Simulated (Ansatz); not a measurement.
Is this Ir₂Ru structure stable?

The cell was found from a structure generator's guess, not taken from experiment.

Theory: DFT PBE, scalar-relativistic, plane waves, PAW in Ansatz. The final run on the 6-atom cell used 420 eV, a Γ-centred 18×18×4 mesh, 0.10 eV smearing and no spin polarisation.

Space group P6_3/mmc (No. 194). a = 2.742 Å, b = 2.742 Å, c = 13.158 Å, α = 90.00°, β = 90.00°, γ = 120.00°
```tsv
atom	site	symmetry	x	y	z
Ru	2c	-6m2	0.3333	0.6667	0.2500
Ir	4f	3m.	0.3333	0.6667	0.9141
```

The zero of energy is the elements' standard structures at the same level; no fitted shifts are applied.

**Question.** These tests were run: energy against the elements; random kick, then relaxation without symmetry; phonons at Γ; elastic tensor. What do they show?

**Answer.**

| test | result |
| --- | --- |
| energy against the elements | −0.01 eV/atom |
| random kick, then relaxation without symmetry | returns |
| phonons at Γ | lowest optical mode 67 cm⁻¹ |
| elastic tensor | least eigenvalue 105 GPa |

It fails none of these tests outright. Other phases of the system weren't compared here, so this isn't yet thermodynamic stability. Phonons away from Γ weren't computed. Undecided within the accuracy: energy against the elements.

The k mesh leaves some 4 meV/atom of noise in the energy of each metallic cell. These runs have no spin–orbit coupling, which can matter for Ir. The kick test ran on a coarse mesh. The run for the phonons used an 18×18×4 k mesh and Fermi–Dirac smearing of 0.15 eV. The run for the elastic tensor used an 18×18×4 k mesh and Fermi–Dirac smearing of 0.15 eV.
